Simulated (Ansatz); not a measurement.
SrVO3 (cubic perovskite)

```yaml
crystal:
  lattice:
    - [3.85762, 0.00000, 0.00000]
    - [0.00000, 3.85762, 0.00000]
    - [0.00000, 0.00000, 3.85762]
  atoms:
    - { symbol: Sr, position: [0.00000, 0.00000, 0.00000] }
    - { symbol: V, position: [0.50000, 0.50000, 0.50000] }
    - { symbol: O, position: [0.00000, 0.50000, 0.50000] }
    - { symbol: O, position: [0.50000, 0.50000, 0.00000] }
    - { symbol: O, position: [0.50000, 0.00000, 0.50000] }
```

The slice is a {110} plane (indices of the conventional cell) through the point (0.000, 0.000, 0.000) (fractional), spanned by u = [100] and v = [011] in vectors of this cell: u (3.86 Å) and v (5.46 Å, at 90° to u). It covers one period; positions are fractions (u, v).

Calculation: PBE (plane waves to 420 eV, PAW, scalar-relativistic; Ansatz, a first-principles code). k mesh 12×12×12. These are valence fields of a PAW run, semicore shells included where kept as valence: close to a nucleus they are smooth pseudo fields. SrVO3 is run without spin polarisation and with no Hubbard U. SrVO3 was relaxed with its symmetry unable to fall.

**Question.** What is the ELF at the midpoint of the shortest V–O line in this plane (1.93 Å)?

**Answer.** 0.19.

**Question.** What is the valence density on the shortest V–O line in this plane (1.93 Å), at its midpoint?

**Answer.** 0.72 e/Å³.

**Question.** Predict the map of the electrostatic potential energy of an electron, from the cell's mean on the slice.

**Answer.** 
```
|xxxxxxxxxx0000446688888866440000xxxxxxxx|
|xxxxxxxx00001155778899887755110000xxxxxx|
|xxxxxx000000336688999999886633000000xxxx|
|xx00000000115577889999998877551100000000|
|0000000011446688999999999988664411000000|
|0000113355667788999999999988776655331100|
|5555556677777777777777777777777777665555|
|7777888888777755444433444455777788888877|
|8888888888664422000000000022446688888888|
|xx668877775511000000xx000000115577778866|
|xxxxxx6655220000xxxxxxxxxx0000225566xxxx|
|xxxxxxxx330000xxxxxxxxxxxxxx000033xxxxxx|
|xxxxxxxxxx00xxxxxxxxxxxxxxxxxx00xxxxxxxx|
|xxxxxxxxxx00xxxxxxxxxxxxxxxxxx00xxxxxxxx|
|xxxxxxxxxx00xxxxxxxxxxxxxxxxxx00xxxxxxxx|
|xxxxxxxx330000xxxxxxxxxxxxxx000033xxxxxx|
|xxxxxx6655220000xxxxxxxxxx0000225566xxxx|
|xx668877775511000000xx000000115577778866|
|8888888888664422000000000022446688888888|
|7777888888777755444433444455777788888877|
|5555556677777777777777777777777777665555|
|0000113355667788999999999988776655331100|
|0000000011446688999999999988664411000000|
|xx00000000115577889999998877551100000000|
|xxxxxx000000336688999999886633000000xxxx|
|xxxxxxxx00001155778899887755110000xxxxxx|
|xxxxxxxxxx0000446688888866440000xxxxxxxx|
|xxxxxxxxxx0000446688888866440000xxxxxxxx|
```
Scale: ten equal steps from 2.00 (start of '0') to 10.57 (end of '9'), in the order '0123456789'. Values: electrostatic potential energy of an electron, from the cell's mean, in eV. The map has 20 points along u (two characters each, u = 0 at the left) and 28 along v (v = 0 in the bottom row). Points within 0.8 Å of a nucleus are blanked (x), as the pseudised field means little there. Values under 2 eV are set to 2. The zero, the cell's mean, hangs on the PAW cores.
